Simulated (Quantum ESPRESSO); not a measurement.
## One change at a time to Cu2GaIn2RhTi2

Calculated results; nothing here was measured. They come from Quantum ESPRESSO 7.5, a public plane-wave density functional program. Each row is one single-point run on a made-up periodic cell of eight metal atoms, with elements, volume, strain and displacements drawn at random and not relaxed, so a cell may be unstable or far from any real phase. There is no spin polarisation or spin-orbit coupling.

Settings: PBE unless stated; PseudoDojo standard norm-conserving files; Fermi-Dirac width 0.25 eV, which means electrons at about 2900 K; cutoff 1252 eV; 5 x 5 x 4 k mesh shifted half a step off Gamma. E is the free energy of the whole cell (internal energy minus TS), so a -TS column is already part of it. Stress is positive in tension, and the pressure P is minus a third of its trace.

Checks: one run of this series was repeated at a higher cutoff and on a denser mesh, which moved values by no more than 0.003 eV, 0.04 GPa and 0.006 eV/Å, and a second program with other atomic files agreed on it to 2 % rms in force and 0.5 GPa in pressure. Known limits: the copper pseudopotential is less sure than most, with forces differing by about three percent and pressure by about two GPa from a second method on plain copper; a spin test at this wide smearing found no moment, but such smearing suppresses magnetism that the real alloy may have.

The lattice is face-centred cubic, and the cell vectors in Å are (2.019, 4.129, 2.071); (2.000, -4.083, 1.999); (2.083, -0.050, -6.179), a volume of 136.76 Å³ in run 1. The elements on sites 1 to 8 are Rh Ti Cu Ga In Ti In Cu. Each later run makes one change to run 1 and keeps the rest. E is counted from run 1, and is n/a where other atomic files have another zero of energy.

| run | change | V (Å³) | P (GPa) | -TS (eV) | rms force (eV/Å) | largest change of a force component (eV/Å) | E (eV) |
|---|---|---|---|---|---|---|---|
| 1 | none | 136.76 | -1.21 | -1.304 | 0.721 | 0.000 | 0.000 |
| 2 | sites 4 and 8 exchanged | 136.76 | -1.32 | -1.299 | 0.719 | 0.419 | -0.046 |
| 3 | all lengths scaled by -1.59 % | 130.34 | 4.00 | -1.237 | 0.834 | 0.328 | 0.052 |
| 4 | LDA in place of PBE | 136.76 | -10.10 | -1.317 | 0.648 | 0.221 | n/a |
| 5 | Ag on site 2 | 136.76 | 0.26 | -1.076 | 0.662 | 0.478 | n/a |
| 6 | site 2 moved by +0.16 Å along z | 136.76 | -0.88 | -1.291 | 0.725 | 0.784 | ? |

## Worked estimate

Along the move dE = -F dx. The force on site 2 along z is -0.019 eV/Å in run 1 and -0.803 eV/Å in run 6, and the move is +0.16 Å, so the mean force times the move gives an estimate.

## Withheld value

Question: what E should run 6 give?

The estimate is 0.066 eV. The calculation gave 0.066 eV.
